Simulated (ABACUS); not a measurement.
A self-consistent single point of HgTe (F-43m, 8 atoms in the cell; from Materials Project mp-2730, changed as shown).

```yaml
crystal:
  lattice:
    - [6.28910, 0.00000, 0.00000]
    - [0.00000, 6.28910, 0.00000]
    - [0.00000, 0.00000, 6.28910]
  atoms:
    - { symbol: Hg, position: [0.00000, 0.00000, 0.00000] }
    - { symbol: Hg, position: [0.00000, 0.50000, 0.50000] }
    - { symbol: Hg, position: [0.50000, 0.00000, 0.50000] }
    - { symbol: Hg, position: [0.50000, 0.50000, 0.00000] }
    - { symbol: Te, position: [0.25000, 0.25000, 0.75000] }
    - { symbol: Te, position: [0.25000, 0.75000, 0.25000] }
    - { symbol: Te, position: [0.75000, 0.25000, 0.25000] }
    - { symbol: Te, position: [0.75000, 0.75000, 0.75000] }
```

Method: PBE, PseudoDojo 0.5 standard norm-conserving PBE (tails mended) pseudopotentials (plane waves; ABACUS).

ABACUS settings:

- KPT: Gamma 4 4 4 0 0 0
- basis_type: pw
- dft_functional: PBE
- ecutwfc: 82.3 Ry
- smearing_method: fd
- smearing_sigma: 0.00734986 Ry
- potentials: PseudoDojo 0.5 standard norm-conserving PBE (tails mended)
- symmetry: 1
- symmetry_prec: 1e-05
- ks_solver: dav
- scf_nmax: 100
- scf_thr: 1.0e-09 Ry
- mixing_type: pulay
- mixing_beta: 0.7

Results:

* **Number of valence electrons**: 144
* **Number of bands**: 87
* **Number of k-points after the program's reduction**: 10
* **Number of plane waves (most at a k-point)**: 21247
* **Number of SCF iterations**: 8
* **FFT grid**: 72 × 72 × 72
* **Free energy E − TS**: -29541.6419 eV
* **Fermi level (on the code's own zero)**: 10.39 eV
* **Pressure**: 8.77 GPa

Stress (GPa, positive for compression):
```
8.77  0.00  0.00
0.00  8.77  0.00
0.00  0.00  8.77
```

For comparison: a first run was changed to give this one (lattice scaled by 0.98), and from it to this one the free energy goes up by 80.9 meV/atom and the pressure goes from 4.76 to 8.77 GPa.

The structure comes from a collection of computed structures, made at another level of theory; the collection holds predicted forms beside known ones. Its lattice was then scaled. No clean gap shows at this smearing width and mesh (spacing up to 0.25 Å⁻¹); the mesh is coarse for partly filled bands, so the values carry mesh errors. Semi-local functionals can close small gaps.

Cost on one core: about 3 core-minutes (a rough figure).

“Tails mended”: in these copies of the files the far tail of each local potential was reset to the Coulomb form.
